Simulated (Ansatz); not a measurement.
Sn$_{2}$S$_{3}$:
```
Sn2S3
1.0
    9.17856     0.00000     0.00000
    0.00000     3.75923     0.00000
    0.00000     0.00000    14.42540
Sn S
8 12
Direct
  0.34148   0.75000   0.55127
  0.65852   0.25000   0.44873
  0.15852   0.25000   0.05127
  0.84148   0.75000   0.94873
  0.96573   0.75000   0.33418
  0.03427   0.25000   0.66582
  0.53427   0.25000   0.83418
  0.46573   0.75000   0.16582
  0.47890   0.75000   0.39578
  0.52110   0.25000   0.60422
  0.02110   0.25000   0.89578
  0.97890   0.75000   0.10422
  0.83098   0.75000   0.50152
  0.16902   0.25000   0.49848
  0.66902   0.25000   0.00152
  0.33098   0.75000   0.99848
  0.22268   0.75000   0.70887
  0.77732   0.25000   0.29113
  0.27732   0.25000   0.20887
  0.72268   0.75000   0.79113
```

Relaxed with r²SCAN. Special points in fractions of this cell's reciprocal vectors: Γ (0.000, 0.000, 0.000); X (0.500, 0.000, 0.000); S (0.500, 0.500, 0.000); Y (0.000, 0.500, 0.000); Z (0.000, 0.000, 0.500); U (0.500, 0.000, 0.500); R (0.500, 0.500, 0.500); T (0.000, 0.500, 0.500).

Task: List the band energies nearest the valence-band maximum at these points for the program Ansatz at the r²SCAN level (PAW).

Result: In eV from the valence-band maximum; about four levels below and three above (degenerate sets whole), none deeper than 8.9 eV; points with the same levels are listed once.

| k | below | above |
|---|---|---|
| Γ | -1.18 -0.72 -0.10 -0.07 | 1.22 1.32 1.48 |
| X | -0.72 -0.72 -0.52 -0.52 | 1.08 1.08 1.99 1.99 |
| S | -1.16 -1.16 -1.16 -1.16 | 1.45 1.45 1.45 1.45 |
| Y | -1.37 -1.37 -0.90 -0.90 | 1.33 1.33 1.52 1.52 |
| Z | -1.01 -1.01 -0.07 -0.07 | 1.07 1.07 1.72 1.72 |
| U | -0.62 -0.62 -0.46 -0.46 | 1.02 1.02 1.88 1.88 |
| R | -1.20 -1.20 -1.20 -1.20 | 1.41 1.41 1.41 1.41 |
| T | -1.38 -1.38 -0.90 -0.90 | 1.04 1.04 1.80 1.80 |

Space group Pnma. The first step of the workflow began from a Materials Project structure, measured or hypothetical; the Crystallography Open Database files this formula in space group No. 62, but the cells were not matched. Its standing as an ambient phase is unchecked. Symmetry was held in the r²SCAN relaxation; whether a distortion lowers the energy is not shown. A crystal of weakly bound chains computed without a dispersion correction: the cell and the soft elastic constants depend strongly on that. Scalar-relativistic: spin–orbit coupling is off unless named, which matters more the heavier the elements.

Potentials: the later of the program's two PAW sets.
